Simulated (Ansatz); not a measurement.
## Pd3I, a known structure type with other elements, at an estimated volume

```
I Pd
1.0
     6.14522    0.00000    0.00000
     0.00000    6.14522    0.00000
     0.00000    0.00000    8.85573
I Pd
4 12
Direct
  0.00000 0.50000 0.25800
  0.50000 0.00000 0.25800
  0.50000 0.00000 0.74200
  0.00000 0.50000 0.74200
  0.23100 0.73100 0.00000
  0.26900 0.23100 0.00000
  0.76900 0.26900 0.00000
  0.73100 0.76900 0.00000
  0.00000 0.00000 0.25100
  0.50000 0.50000 0.74900
  0.00000 0.00000 0.74900
  0.50000 0.50000 0.25100
  0.29000 0.79000 0.50000
  0.21000 0.29000 0.50000
  0.71000 0.21000 0.50000
  0.79000 0.71000 0.50000
```

Single point in Ansatz 0.2.0 with PBE, no spin polarisation. Cutoff 420 eV, PAW datasets, 6×6×4 Γ-centred k mesh, cold filling (width 0.0825 eV).

Problem. What is the formation energy?

Solution. 0.34 eV an atom against the elements' usual phases (free molecules for gases, crystals otherwise, with no correction for O₂ or N₂), so at this geometry it isn't bound against them. Relaxing would lower it.

Problem. Give the Bader charges.

Solution. Bader charges in e: Pd -0.04, I +0.11. In the mean I gives up most and Pd takes most.

Problem. What do density and ELF say about some of the short contacts?

Solution. I–Pd at 2.81 Å: least valence density 0.33 e/Å³ and ELF 0.27 there. Pd–Pd at 3.08 Å: least valence density 0.16 e/Å³ and ELF 0.15 there. Both are smooth PAW fields, read partly inside the augmentation spheres.

Problem. Is there a gap?

Solution. It is a metal, with about 34 states/eV a cell as the mean within 0.25 eV of the Fermi level, mostly Pd d (82 %) and I p (14 %).

Problem. What does the stress say?

Solution. The pressure is -10.4 GPa (compression positive), so with the atoms held at these fractions the cell would first shrink. The principal stresses -10.9, -10.9, -9.3 GPa differ, so its shape would change too.

Origin: a known structure type with other elements, at an estimated volume, so it need not be a known compound. Caveats: many states at the Fermi level without spin polarisation, so a magnetic state may lie lower.
